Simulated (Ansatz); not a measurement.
Task: Each is relaxed and computed with plane-wave PAW PBEsol (Ansatz code). Which is the only metal?
A. B4C, R-3m (B on 18h, B on 18h, C on 6c, C on 3b)
B. SiC3, P-4m2 (C on 1a, C on 2g, Si on 1c)
C. Al3BC3, P6_3cm (Pearson symbol hP42)
D. ZrC, Pm-3m (Zr on 3c, C on 3d)

Result: D, ZrC, Pm-3m (Zr on 3c, C on 3d). ZrC: metal; B4C: gap 1.46 eV (indirect); Al3BC3: gap 1.64 eV (indirect); SiC3: gap 1.15 eV (indirect). Typed or built starts, not in the databases checked: ZrC, Pm-3m (Zr on 3c, C on 3d); SiC3, P-4m2 (C on 1a, C on 2g, Si on 1c). Not the usual ambient phase: ZrC, Pm-3m (Zr on 3c, C on 3d). Standing as an ambient phase not checked: B4C, R-3m (B on 18h, B on 18h, C on 6c, C on 3b); Al3BC3, P6_3cm (Pearson symbol hP42). Unstable at this level: ZrC, Pm-3m (Zr on 3c, C on 3d). All cells were relaxed under the symmetry of their starts (and spin orders); stability against distortions was not tested throughout. Named crystals with no word on spin ran without spin polarisation. Scalar-relativistic: spin–orbit coupling is off unless named, which matters more the heavier the elements.

Potentials: the earlier of the program's two PAW sets. The files were generated under PBE; for other functionals the program regenerates the frozen cores, and for LDA and PBEsol the local potential too.
